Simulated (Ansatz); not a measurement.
**Deforming Nb**

```yaml
crystal:
  lattice:
    - [0.00000, 2.11500, 2.11500]
    - [2.11500, 0.00000, 2.11500]
    - [2.11500, 2.11500, 0.00000]
  atoms:
    - { symbol: Nb, position: [0.00000, 0.00000, 0.00000] }
```

The cell comes from COD entry 1534903, which wasn't checked; take it as a given geometry.

All numbers below come from DFT, PBEsol, all-electron PAW with datasets made for the crystal, scalar-relativistic in Ansatz 0.2.0.

Sampling and basis: a Γ-centred 13×13×13 k mesh, Fermi–Dirac smearing of 0.08 eV, cutoff 240 eV (chosen by the program for this cell), no spin polarisation.

The unchanged cell is at -6.64 GPa.

In a metal, stresses and small energies carry noise from the k mesh.

x, y and z are the Cartesian axes of the cell as listed; fractional coordinates follow a strain, and an engineering shear is twice the off-diagonal strain component.

One change gave: energy change under 1 meV/atom; stress change (xx, yy, zz, yz, xz, xy) -0.02, -0.02, -0.02, 0.48, 0.48, 0.48 GPa, compression positive. Which change was it?
A. equal xy, yz and zx engineering shear strains of -3 %
B. equal xy, yz and zx engineering shear strains of -1 %
C. equal xy, yz and zx engineering shear strains of -2 %
D. equal xy, yz and zx engineering shear strains of +2 %
E. equal xy, yz and zx engineering shear strains of +1 %
F. equal xy, yz and zx engineering shear strains of +3 %

E. For equal xy, yz and zx engineering shear strains of -3 %: energy change -6 meV/atom; stress change (xx, yy, zz, yz, xz, xy) -0.22, -0.22, -0.22, -1.02, -1.02, -1.02 GPa, compression positive. For equal xy, yz and zx engineering shear strains of -1 %: energy change under 1 meV/atom; stress change (xx, yy, zz, yz, xz, xy) -0.03, -0.03, -0.03, -0.42, -0.42, -0.42 GPa, compression positive. For equal xy, yz and zx engineering shear strains of +2 %: energy change -3 meV/atom; stress change (xx, yy, zz, yz, xz, xy) -0.04, -0.04, -0.04, 0.85, 0.85, 0.85 GPa, compression positive. For equal xy, yz and zx engineering shear strains of -2 %: energy change -3 meV/atom; stress change (xx, yy, zz, yz, xz, xy) -0.11, -0.11, -0.11, -0.72, -0.72, -0.72 GPa, compression positive. For equal xy, yz and zx engineering shear strains of +3 %: energy change -7 meV/atom; stress change (xx, yy, zz, yz, xz, xy) -0.06, -0.06, -0.06, 1.10, 1.10, 1.10 GPa, compression positive.
